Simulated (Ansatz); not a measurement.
An ordered 6-atom cell of Ga3SbAs2 on the zincblende lattice (Imm2) at its r2SCAN geometry, run in the PAW code Ansatz at 2 levels of theory. The cell comes from a prototype generator: it can be a known phase or a hypothetical one. Spin polarisation is off.

The r2SCAN input:
```yaml
crystal:
  lattice:
    - [-2.0611451799, 6.1747134145, 2.9075522872]
    - [2.0611451799, -6.1747134145, 2.9075522872]
    - [2.0611451799, 6.1747134145, -2.9075522872]
  atoms:
    - { symbol: As, position: [0.3317669972, 0.0001508375, 0.3316161597] }
    - { symbol: Ga, position: [0.5632245786, 0.7384477831, 0.8247767955] }
    - { symbol: As, position: [0.6685346779, 0.0001508375, 0.6683838403] }
    - { symbol: Ga, position: [0.9136709876, 0.7384477831, 0.1752232045] }
    - { symbol: Sb, position: [-0.0006932658, -0.0006932658, 0.0] }
    - { symbol: Ga, position: [0.2734960246, 0.7734960246, 0.5] }
kpoints:
  mp_grid: { grid: [8, 8, 8] }
  band_path:
    path:
      - [0.0, 0.0, 0.0]
      - [0.5, -0.5, 0.5]
      - [0.2778563085, -0.2778563085, 0.7221436915]
      - [-0.2778563085, 0.2778563085, 0.2778563085]
      - [0.3054321169, 0.3054321169, -0.3054321169]
      - [0.6945678831, -0.3054321169, 0.3054321169]
      - [0.0, 0.5, 0.0]
      - [0.25, 0.25, 0.25]
      - [0.5, 0.0, 0.0]
    npoints: 1
hamiltonian:
  xc: r2scan
scf:
  occupations: { method: fermi_dirac, width: 0.02 }
  n_extra_bands: 5
output:
  forces: true
  stress: true
  eigenvalues: true
  write_density: true
  write_potential: true
  elf: true
  volumetric_format: npy
```

Main results, then, where recorded, the levels near the gap in eV from the Fermi energy (columns number the bands from 0), one row a point of the path (Γ, X, F₀, Σ₀, Λ₀, G₀, R, W, S):
```
Crystal: 6 atoms, lattice volume = 148.017 Å³
Symmetry: 4 space group operations
Space group: Imm2 (ITA 44)
```
```
Basis set: ecut = 500 eV, 3719 PW (Γ), FFT grids on a1+a2, a2, a2+a3
Bands: 47, of which v1, the nominal top of the filled ones, is band 42 counted from 1 (41 counted from 0)
k-points: 95 of 512 (time reversal used)
Free energy (F): -27601.251516 eV
Fermi energy:    8.127614 eV
--- Forces (eV/Å), atoms counted from 1 ---
  atom   1  As      0.00000      0.00072    -0.00101
  atom   2  Ga      0.00000    -0.00096      0.00098
  atom   3  As      0.00000    -0.00072    -0.00101
  atom   4  Ga      0.00000      0.00096      0.00098
  atom   5  Sb      0.00000      0.00000    -0.00386
  atom   6  Ga      0.00000      0.00000      0.00391
--- Stress (GPa, compression-positive) ---
       -0.062406       0.000000       0.000000
        0.000000       0.015717       0.000000
        0.000000       0.000000       0.047824
  P = ⅓ Tr σ = 0.0004 GPa (0.004 kbar)
```
```tsv
band_37	band_38	band_39	band_40	band_41	band_42	band_43	band_44
-2.750	-2.209	-0.425	-0.423	-0.260	0.248	1.566	2.307
-3.105	-2.524	-2.465	-1.334	-0.481	1.097	1.233	1.903
-3.272	-3.000	-2.988	-2.781	-1.836	1.303	1.455	2.035
-3.272	-3.000	-2.988	-2.781	-1.836	1.303	1.455	2.035
-2.558	-1.861	-1.465	-1.348	-0.958	0.652	0.993	1.523
-2.558	-1.861	-1.465	-1.348	-0.958	0.652	0.993	1.523
-4.050	-2.999	-2.775	-1.569	-1.558	0.686	3.238	3.253
-3.754	-3.070	-2.763	-1.996	-1.867	1.968	2.000	3.719
-2.346	-2.144	-2.143	-1.551	-1.121	0.624	1.926	2.344
```

With r2SCAN the gap is 0.51 eV and direct, at Γ.

Q: In the first input these blocks are replaced (the band path and keys that only write files left aside):
```yaml
kpoints:
  mp_grid: { grid: [4, 4, 4] }
hamiltonian:
  xc: hse06
```
What comes out?

A:
```
Basis set: ecut = 420 eV, 2879 PW (Γ), FFT grids on a1+a2, a2+a3, a3
Bands: 47, of which v1, the nominal top of the filled ones, is band 42 counted from 1 (41 counted from 0)
k-points: 18 of 64 (time reversal used)
Exchange kernel: α = 0.2500, screened, ω = 0.2079 Å⁻¹, Wigner–Seitz truncation, v(0) = 1043.6099 eV·Å³, q-mesh 4×4×4
hybrid outer 1: dexx = +3.527e-2 eV, tail = 2.09e-4 eV
hybrid outer 2: dexx = +5.096e-6 eV, tail = 1.07e-7 eV, Δε = 3.39e-3 eV, ΔF = 2.16e-3 eV/Å
hybrid outer 3: dexx = +3.756e-9 eV, tail = 7.90e-10 eV, Δε = 7.96e-5 eV, ΔF = 3.14e-5 eV/Å
Free energy (F): -27555.682684 eV
Fermi energy:    8.154741 eV
--- Forces (eV/Å), atoms counted from 1 ---
  atom   1  As      0.00000      0.00320      0.01058
  atom   2  Ga      0.00000      0.01715      0.00334
  atom   3  As      0.00000    -0.00320      0.01058
  atom   4  Ga      0.00000    -0.01715      0.00334
  atom   5  Sb      0.00000      0.00000    -0.00835
  atom   6  Ga      0.00000      0.00000    -0.01948
--- Stress (GPa, compression-positive) ---
        0.811496       0.000000       0.000000
        0.000000       0.300790       0.000000
        0.000000       0.000000       0.172487
  P = ⅓ Tr σ = 0.4283 GPa (4.283 kbar)
```
```tsv
band_37	band_38	band_39	band_40	band_41	band_42	band_43	band_44
-3.044	-2.477	-0.596	-0.592	-0.451	0.450	1.768	2.486
-3.404	-2.785	-2.708	-1.557	-0.676	1.244	1.378	2.190
-3.592	-3.294	-3.281	-3.054	-2.060	1.450	1.599	2.204
-3.592	-3.294	-3.281	-3.054	-2.060	1.450	1.599	2.204
-2.830	-2.108	-1.667	-1.544	-1.171	0.839	1.181	1.703
-2.830	-2.108	-1.667	-1.544	-1.171	0.839	1.181	1.703
-4.413	-3.297	-3.048	-1.785	-1.773	0.866	3.511	3.541
-4.094	-3.366	-3.018	-2.236	-2.091	2.183	2.227	3.926
-2.615	-2.405	-2.364	-1.763	-1.342	0.809	2.146	2.560
```
HSE06 gives a direct gap of 0.90 eV at Γ. With the atoms held, the mean pressure is +0.4 GPa (compression positive). The stress of a hybrid is loosely converged here.

Small level splittings and stresses of the hybrids carry the error of their coarser meshes.

Totals of different functionals can't be compared.

Spin-orbit coupling is left out, which matters wherever the heavy atoms make up the band edges.
